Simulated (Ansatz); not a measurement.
VN:
```yaml
crystal:
  lattice:
    - [2.92476, 0.00000, 0.00000]
    - [0.00000, 2.92476, 0.00000]
    - [0.00000, 0.00000, 5.12479]
  atoms:
    - { symbol: V, position: [0.00000, 0.50000, 0.00000], spin: 0.5 }
    - { symbol: V, position: [0.50000, 0.00000, 0.50000], spin: 0.5 }
    - { symbol: N, position: [0.00000, 0.00000, 0.25000], spin: -0.1 }
    - { symbol: N, position: [0.00000, 0.00000, 0.75000], spin: -0.1 }
```

Relaxed with PBE. Special points in fractions of this cell's reciprocal vectors: Γ (0.000, 0.000, 0.000); X (0.000, 0.500, 0.000); M (0.500, 0.500, 0.000); Z (0.000, 0.000, 0.500); R (0.000, 0.500, 0.500); A (0.500, 0.500, 0.500).

Task: List the band energies nearest the Fermi level at these points for the program Ansatz at the PBE level (PAW).

Result: In eV from the Fermi level; about four levels below and three above (degenerate sets whole), none deeper than 8.9 eV; points with the same levels are listed once.

```
k                            below                above
---  -----------------------------  -------------------
Γ ↑        -1.93 -1.93 -1.05 -0.70       0.50 0.78 0.78
X ↑        -2.94 -2.62 -1.66 -0.24       0.17 0.57 1.09
M ↑  -3.08 -3.08 -2.14 -0.27 -0.27       0.70 1.00 1.00
Z ↑        -2.55 -2.55 -2.40 -2.40  0.64 0.64 0.71 0.71
R ↑        -1.73 -1.18 -0.43 -0.13       0.01 0.80 0.85
A ↑        -4.20 -4.20 -1.25 -1.25  1.01 1.01 1.13 1.13
Γ ↓  -1.98 -1.98 -1.81 -0.76 -0.51       1.09 1.09 1.28
X ↓        -4.30 -2.77 -2.59 -1.41       0.50 0.68 0.88
M ↓        -4.11 -3.12 -3.12 -1.90       0.31 0.31 1.02
Z ↓        -2.52 -2.52 -2.17 -2.17  1.10 1.10 1.43 1.43
R ↓        -4.81 -2.85 -1.48 -1.25       0.20 0.36 0.66
A ↓        -4.16 -4.16 -1.00 -1.00  1.34 1.34 1.62 1.62
```

Space group P4_2/mmc. A made-up cell: these elements were put on the sites of a structure type; neither database checked (COD, Materials Project) lists it. It is not the phase usual at ambient conditions (space group No. 225). Symmetry was held in the PBE relaxation; its stability against distortions is not shown here. Spin order of the final state: ferromagnetic, the only order run, not a proven ground state. No Hubbard U is applied. Point labels and valley counts follow the cell and symmetry of the run, lower than the named group.

Potentials: the later of the program's two PAW sets.
